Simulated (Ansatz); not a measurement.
An elastic tensor (GPa, Voigt order, standard axes) from r²SCAN (plane waves, PAW; program Ansatz):

```
 115  42.6  42.6   0.0   0.0   0.0
42.6   115  42.6   0.0   0.0   0.0
42.6  42.6   115   0.0   0.0   0.0
 0.0   0.0   0.0  45.9   0.0   0.0
 0.0   0.0   0.0   0.0  45.9   0.0
 0.0   0.0   0.0   0.0   0.0  45.9
```

**Question.** Pick the material that matches.
A) Si, Fd-3m (Si on 8a, Si on 32e, Si on 96g)
B) SiC, rock salt
C) SiW, CsCl type
D) Ti2C, Fd-3m (Ti on 32e, C on 16d)

**Answer.** A, Si, Fd-3m (Si on 8a, Si on 32e, Si on 96g)

The workflow started from a Materials Project entry (that database holds measured and hypothetical structures alike). Its sites differ from those of the usual phase in this space group: another stacking or structure type. The cell was relaxed with r²SCAN under the symmetry of its start; whether a distortion lowers the energy is not shown.

Potentials: the later of the program's two PAW sets.
